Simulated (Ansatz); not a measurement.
# Debugging a calculation of As2Se

The input below was meant for crystalline As2Se, with PBE, plane waves and PAW in Ansatz.

```yaml
crystal:
  lattice:
    - [-3.529418, 3.529418, 2.653571]
    - [3.529418, -3.529418, 2.653571]
    - [3.529418, 3.529418, -2.653571]
  atoms:
    - { symbol: As, position: [0.875, 0.125, 0.75] }
    - { symbol: As, position: [0.375, 0.125, 0.25] }
    - { symbol: As, position: [0.875, 0.625, 0.75] }
    - { symbol: As, position: [0.875, 0.125, 0.25] }
    - { symbol: Se, position: [0.5, 0.5, 0.0] }
    - { symbol: Se, position: [0.25, 0.75, 0.5] }
basis:
  ecutwfc: 420
kpoints:
  mp_grid: { grid: [8, 8, 8] }
hamiltonian:
  xc: pbe
scf:
  occupations: { method: gaussian, width: 0.1 }
  max_iter: 2
  convergence: { accept_max_iter: true }
  initial_density: { chi_scale: 0, normalization: atom }
output:
  forces: true
  stress: true
  eigenvalues: true
```

Command:

```bash
ansatz run input.yaml --threads 1 --pin off --max-ram 2560MiB --backend cpu --events-out ev --progress --plain --runs-dir out
```

From the log (HF is the Harris–Foulkes energy, dr2 the density residual in eV):

```text
Warning: output.stress: scf.convergence.accept_max_iter lets an SCF close with its threshold on dr2 unmet. What such a close leaves in the stress no threshold then bounds, and a free energy that looks settled does not show it. To mend it, remove scf.convergence.accept_max_iter
Pseudopotential: As, paw, valence charge 15, recommended cutoff 420 eV (normal)
Pseudopotential: Se, paw, valence charge 16, recommended cutoff 420 eV (normal)
Crystal: 6 atoms, lattice volume = 132.220 Å³
Basis set: ecut = 420 eV, 2589 PW (Γ), exchange–correlation on 80×80×80 points (8 copies of the dense FFT grid, shifted against one another)
Bands: 56, of which v1, the nominal top of the filled ones, is band 46 counted from 1 (45 counted from 0)
Symmetry: 16 space group operations
Space group: I41/amd (ITA 141), of the structure as read, at distance tolerance 5.1e-5 Å
k-points: 59 of 512
Initial density: superposition of atomic densities
SCF iter   1: HF=-30362.274112 eV  Δρ=1.92e-2  dr2=4.79e-1
SCF iter   2: F=-30362.195345 eV  HF=-30362.228490 eV  Δρ=1.14e-2  dr2=1.47e-1
stopped at the declared iteration budget: scf.max_iter = 2 spent with dr2 = 1.5e-1 eV against the standard gate 1.0e-7 eV (scf.convergence.accept_max_iter; the run is reported unconverged — every observable carries the unconverged density's error)
SCF 1 stopped at its iteration budget after 2 iterations (unconverged): F = -30362.195345 eV  dr2 = 1.47e-1
SCF stopped at the declared iteration budget after 2 iterations (unconverged)
Free energy (F): -30362.195345 eV
E sigma→0 (E₀):  -30362.189214 eV
Entropy (-TS):   -0.012261 eV (-2.043 meV/atom)
Fermi energy:    9.935967 eV
--- Forces (eV/Å), atoms counted from 1 ---
  atom   1  As     0.00000000    -0.00000000    -0.00000000
  atom   2  As    -0.00000000     0.00000000     0.00000000
  atom   3  As     0.00000000    -0.00000000     0.00000000
  atom   4  As     0.00000000    -0.00000000     0.00000000
  atom   5  Se     0.00000000    -0.00000000     0.00000000
  atom   6  Se    -0.00000000     0.00000000     0.00000000
--- Stress (GPa, compression-positive) ---
        0.402817       0.000000       0.000000
        0.000000       0.402817      -0.000000
       -0.000000      -0.000000      -0.141450
  P = ⅓ Tr σ = 0.2214 GPa (2.214 kbar)
```

Problem. What is the cause?
A. A Hubbard U on a species that isn't in the cell
B. Two atoms' positions swapped
C. A total moment locked at a wrong value
D. An unconverged density accepted at the iteration limit
E. Starting moments without spin polarisation

Solution. D. The numbers come from a density that isn't self-consistent. The cure is a higher limit and no acceptance.

Fix (which also takes the starting density of the reference run):

```diff
 scf:
-  max_iter: 2
-  convergence: { accept_max_iter: true }
-  initial_density: { chi_scale: 0, normalization: atom }
```

With the mended input the run converges and gives a pressure of -0.08 GPa, no gap.

The mended run took 77 s on 1 thread of Intel(R) Xeon(R) Processor @ 2.50GHz (Skylake/Cascade Lake), with other jobs on the host, peak memory 0.6 GiB.